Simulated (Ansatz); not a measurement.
## From the elastic tensor of Hf7Cl to moduli and sound speeds

Computed with DFT PBE, scalar-relativistic, plane waves, PAW in Ansatz. Plane waves to 420 eV; Γ-centred k mesh 12×12×2; Gaussian smearing of 0.10 eV. No spin polarisation.

Space group P-6m2 (No. 187), hexagonal, a = 3.216 Å, c = 19.304 Å. Hf on a site of symmetry 3m has 3 Cl at 2.80 Å and 9 Hf at 3.09–3.22 Å; Hf on a second site of symmetry 3m has 12 Hf at 3.13–3.22 Å; around Hf on a site of symmetry -6m2 lie 12 Hf at 3.13–3.22 Å; Hf on a third site of symmetry 3m has 12 Hf at 3.09–3.22 Å; Cl is surrounded by 6 Hf at 2.80 Å and 6 Cl at 3.22 Å.

The cell was found from a proposed guess, not taken from experiment. In a metal, frequencies and elastic constants depend on the k mesh and the smearing, soft modes and shear constants most. Spin–orbit coupling is left out, which matters for heavy elements.

Relaxed-ion constants (GPa, on the Cartesian axes of the calculation):
C11 = 158.4, C12 = 80.7, C13 = 53.5, C22 = 158.4, C23 = 53.5, C33 = 177.7, C44 = 45.0, C55 = 45.0, C66 = 38.9 GPa; the others vanish.

Density 12.339 g/cm³; 8 atoms in 172.92 Å³.

- Bulk modulus, Voigt / Reuss / Hill: 96.7 / 96.7 / 96.7 GPa
- Shear modulus, Voigt / Reuss / Hill: 46.2 / 44.7 / 45.5 GPa
- Young's modulus: 118 GPa
- Poisson ratio: 0.297
- Pugh ratio B/G: 2.13 (over 1.75, the rule of thumb for ductile)
- Universal anisotropy index: 0.16
- Longitudinal and transverse sound speeds: 3570 and 1920 m/s
- Debye temperature from the mean sound speed: 229 K
